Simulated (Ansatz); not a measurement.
Level of theory: DFT PBE, scalar-relativistic, plane waves, PAW in Ansatz 0.2.0. All cells share a 420 eV cutoff and Γ-centred k meshes spaced at most about 0.3 Å⁻¹ (about 0.25 or finer for metals, 2π included). No spin polarisation in the final relaxations.

Temperature and zero-point effects are left out.

Two relaxed structures of ZrMo₂C₂:

1.

```xyz
5
Lattice="3.6287 0.0000 0.0000 0.0000 3.6287 0.0000 0.0000 0.0000 4.6139" Properties=species:S:1:pos:R:3 pbc="T T T"
Zr    0.0000    0.0000    0.0000
Mo    1.8144    0.0000    2.3070
Mo    0.0000    1.8144    2.3070
C     1.8144    1.8144    3.8613
C     1.8144    1.8144    0.7527
```

2.

```xyz
5
Lattice="-2.0307 2.0307 4.5121 2.0307 -2.0307 4.5121 2.0307 2.0307 -4.5121" Properties=species:S:1:pos:R:3 pbc="T T T"
Zr    0.0000    0.0000    0.0000
Mo    2.0307    0.0000    2.2561
Mo    0.0000    2.0307    2.2561
C     0.0000    0.0000    6.2658
C     0.0000    0.0000    2.7584
```

Question: Which would you expect to be lower, and how large is the difference?

Answer: Cell 1 is lower, by 144 meV/atom. Cell 1 has space group P4/mmm (No. 123), 12.2 Å³/atom and no gap on its mesh; cell 2 has space group I4/mmm (No. 139), 14.9 Å³/atom and no gap. Counting C atoms around Mo and Zr (those within 1.25 times the shortest such distance or 1.15 times the sum of covalent radii, 1.27 where that leaves under three; a plus sign parts nearer from farther groups), cell 1 has Zr 8, Mo 4 and cell 2 has Zr 2+8, Mo 4. Cell 1 holds C–C pairs (shortest 1.51 Å); in cell 2 the shortest C–C distance is 3.04 Å. The denser one is the lower, and pressure would at first widen the difference. Even the lower one lies +0.16 eV/atom against the reference forms of the elements (uncorrected), so neither is stable at this level. Both come from invented guesses. A third cell relaxed alike, in P4/nmm, lies 70 meV/atom below the lower of the two.

Cells relaxed within their symmetry can be saddle points.
